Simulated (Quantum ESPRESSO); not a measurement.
# Hf2Ta2Ir2PdLi: different elements on one site, starting from this cell

Simulated, not a measurement. The program is pw.x of Quantum ESPRESSO 7.5 (plane-wave density functional theory). The cell is made up: eight metal atoms on a face-centred cubic lattice, with elements, volume, strain and displacements drawn at random and not relaxed, so it may be unstable or far from any real phase. PseudoDojo standard norm-conserving files set the functional (PBE unless stated); there is no spin polarisation or spin-orbit coupling, the Fermi-Dirac width of 0.25 eV means electrons at about 2900 K, and the masses in the input are unused placeholders. Heavy elements are run without spin-orbit coupling, which real alloys of them have. A spin test at this wide smearing found no moment, but such smearing suppresses magnetism that the real alloy may have.

The runs put different elements on site 4. Cell, positions, cutoff, mesh and smearing stay as in the input of run 1; sites are counted in its order. Stress in the tables is positive in tension.

Input of run 1:

```
&control calculation='scf', pseudo_dir='./dojo.nc.sr.pbe.v0_5.standard.upf', outdir='./o', disk_io='minimal', tprnfor=.true., tstress=.true. /
&system ibrav=0, nat=8, ntyp=5, nbnd=70, ecutwfc=82.02448710, nosym=.true., tot_charge=0,
 occupations='smearing', smearing='fd', degauss=0.0183746611
/
&electrons conv_thr=1.470e-08, electron_maxstep=70, mixing_beta=0.5 /
ATOMIC_SPECIES
Hf 1.0 Hf.upf
Ir 1.0 Ir.upf
Li 1.0 Li.upf
Pd 1.0 Pd.upf
Ta 1.0 Ta.upf
CELL_PARAMETERS angstrom
2.1496 4.2555 2.1063
2.1447 -4.3061 2.2123
2.1559 0.0807 -6.4867
ATOMIC_POSITIONS angstrom
Hf 0.0112 -0.0238 -0.0251
Ta 2.0896 -2.1602 0.0736
Ir 2.1167 0.0322 -2.1611
Pd 4.3337 -2.0771 -2.1331
Ir 2.0899 0.0102 2.145
Li 2.1619 2.1178 0.0236
Ta 4.307 0.0077 0.0195
Hf 4.3158 2.2039 -2.1551
K_POINTS automatic
5 5 4 1 1 1
```

```
run  elements on sites 1 to 8  -TS (eV)  pressure (GPa)  stress xx (GPa)  stress yy (GPa)  stress zz (GPa)  stress yz (GPa)  stress xz (GPa)  stress xy (GPa)  iterations
  1   Hf Ta Ir Pd Ir Li Ta Hf    -1.808          -17.57            18.75            15.33            18.64             1.93             1.46             3.24          20
  2   Hf Ta Ir Zr Ir Li Ta Hf    -1.980          -10.79            10.89            10.68            10.81             0.48             0.07             1.18          15
  3   Hf Ta Ir Re Ir Li Ta Hf    -1.898          -19.79            20.44            18.68            20.27             3.25             1.50             4.28          15
  4   Hf Ta Ir Hf Ir Li Ta Hf    -1.949          -11.40            11.40            11.49            11.30             0.09            -0.04             0.75          15
```

Forces Fx Fy Fz (eV/Å):

| site | run 1 | run 2 | run 3 | run 4 |
| --- | --- | --- | --- | --- |
| 1 | 0.23 0.20 -0.18 | 1.01 0.37 -0.83 | 0.39 0.19 -0.46 | 1.01 0.39 -0.80 |
| 2 | 1.34 -0.06 -1.07 | 0.63 -0.08 -0.38 | 1.19 -0.01 -0.95 | 0.72 -0.07 -0.46 |
| 3 | -0.40 0.12 0.27 | -0.16 0.07 0.11 | 0.00 0.09 -0.10 | -0.08 0.07 0.04 |
| 4 | -0.29 -0.03 0.28 | -0.61 -0.22 0.32 | -0.81 -0.02 0.99 | -0.70 -0.27 0.39 |
| 5 | 0.58 -0.07 -0.52 | 0.48 -0.07 -0.40 | 0.32 0.01 -0.25 | 0.37 -0.05 -0.30 |
| 6 | -0.19 -0.01 -0.10 | 0.07 0.00 -0.36 | -0.19 0.00 -0.10 | 0.06 0.00 -0.35 |
| 7 | -0.82 -0.01 0.80 | -0.95 0.05 0.96 | -0.45 -0.10 0.24 | -0.89 0.05 0.90 |
| 8 | -0.46 -0.13 0.51 | -0.47 -0.13 0.58 | -0.45 -0.17 0.62 | -0.48 -0.12 0.56 |

Energies are left out, as each element's file has its own zero. A rerun of one cell of this series at a higher cutoff and on a denser mesh moved values by no more than 0.002 eV in energy, 0.03 GPa in stress and 0.004 eV/Å in force, and a second program with other atomic files agreed on that cell to 2 % rms in force and 0.5 GPa in pressure.